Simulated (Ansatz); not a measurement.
**K2TiI6O18: which input changes reach the field gradients?**

Cell: a refined structure from the COD, atoms as given.

```yaml
crystal:
  lattice:
    - [5.63515, 3.25346, 3.78380]
    - [-5.63515, 3.25346, 3.78380]
    - [0.00000, -6.50691, 3.78380]
  atoms:
    - { symbol: K, position: [0.16362, 0.16362, 0.16362] }
    - { symbol: K, position: [0.83638, 0.83638, 0.83638] }
    - { symbol: Ti, position: [0.50000, 0.50000, 0.50000] }
    - { symbol: I, position: [0.70914, 0.12831, 0.33652] }
    - { symbol: I, position: [0.33652, 0.70914, 0.12831] }
    - { symbol: I, position: [0.12831, 0.33652, 0.70914] }
    - { symbol: I, position: [0.29086, 0.87169, 0.66348] }
    - { symbol: I, position: [0.66348, 0.29086, 0.87169] }
    - { symbol: I, position: [0.87169, 0.66348, 0.29086] }
    - { symbol: O, position: [0.55540, 0.30527, 0.33010] }
    - { symbol: O, position: [0.33010, 0.55540, 0.30527] }
    - { symbol: O, position: [0.30527, 0.33010, 0.55540] }
    - { symbol: O, position: [0.44460, 0.69473, 0.66990] }
    - { symbol: O, position: [0.66990, 0.44460, 0.69473] }
    - { symbol: O, position: [0.69473, 0.66990, 0.44460] }
    - { symbol: O, position: [0.91440, 0.28787, 0.37880] }
    - { symbol: O, position: [0.37880, 0.91440, 0.28787] }
    - { symbol: O, position: [0.28787, 0.37880, 0.91440] }
    - { symbol: O, position: [0.08560, 0.71213, 0.62120] }
    - { symbol: O, position: [0.62120, 0.08560, 0.71213] }
    - { symbol: O, position: [0.71213, 0.62120, 0.08560] }
    - { symbol: O, position: [0.68380, 0.07277, 0.09550] }
    - { symbol: O, position: [0.09550, 0.68380, 0.07277] }
    - { symbol: O, position: [0.07277, 0.09550, 0.68380] }
    - { symbol: O, position: [0.31620, 0.92723, 0.90450] }
    - { symbol: O, position: [0.90450, 0.31620, 0.92723] }
    - { symbol: O, position: [0.92723, 0.90450, 0.31620] }
```

Atoms are numbered from 1 in the order listed; like atoms form one site, named after its first atom.

Reference run. Computed with Ansatz: DFT, PBE, plane waves and PAW, scalar-relativistic, 420 eV cutoff, Γ-centred 3×3×3 k-points, Fermi–Dirac smearing 0.02 eV.

It gives V_zz (10²¹ V/m²) I -54.2 (η 0.35), O22 14.30 (η 0.21), K 2.07 (η 0.00), among others. Each of these runs changes the input as listed (caps on SCF iterations aside):

A. kpoints.mp_grid.grid: [3, 3, 3] → [2, 2, 2]; scf.eigensolver.kind: not typed → davidson; basis.precision: not typed → f64; basis.ecutwfc: not typed → 350 eV
B. scf.eigensolver.kind: not typed → davidson; basis.precision: not typed → f64; crystal.symmetry: not typed → {detect: false}
C. magnetization: not typed → {spin_polarized: true}; scf.occupations.method: fermi_dirac → methfessel_paxton; scf.occupations.width: 0.02 → 0.15

Task: How does each run end, and how far do the gradients move?

Result: 

| run | I V_zz (η) | O22 V_zz (η) | K V_zz (η) | largest change of a gradient tensor, all atoms | note |
| --- | --- | --- | --- | --- | --- |
| A | -54.2 (0.35) | 14.08 (0.21) | 2.06 (0.00) | 0.22 | converged; cutoff below the recommended one; mesh coarser than the reference's |
| B | -54.2 (0.35) | 14.30 (0.21) | 2.07 (0.00) | 0.00 | converged |
| C | -54.2 (0.35) | 14.30 (0.21) | 2.07 (0.00) | 0.00 | converged |

Run A moves them most, on O22 (V_zz from 14.30 to 14.08).

Run A changes kpoints.mp_grid.grid, basis.precision, basis.ecutwfc together, so the table can't tell their shares apart.

On the reference run: The calculated pressure of 6 GPa (PBE) comes partly from the unrelaxed atoms: it is 2.1 GPa once they are relaxed in the same cell. The largest force is 1.3 eV/Å, so the atoms aren't at the calculated equilibrium and relaxing them would move these values. Without spin–orbit coupling the gradients at and beside I can be off by some per cent, at some sites by more.
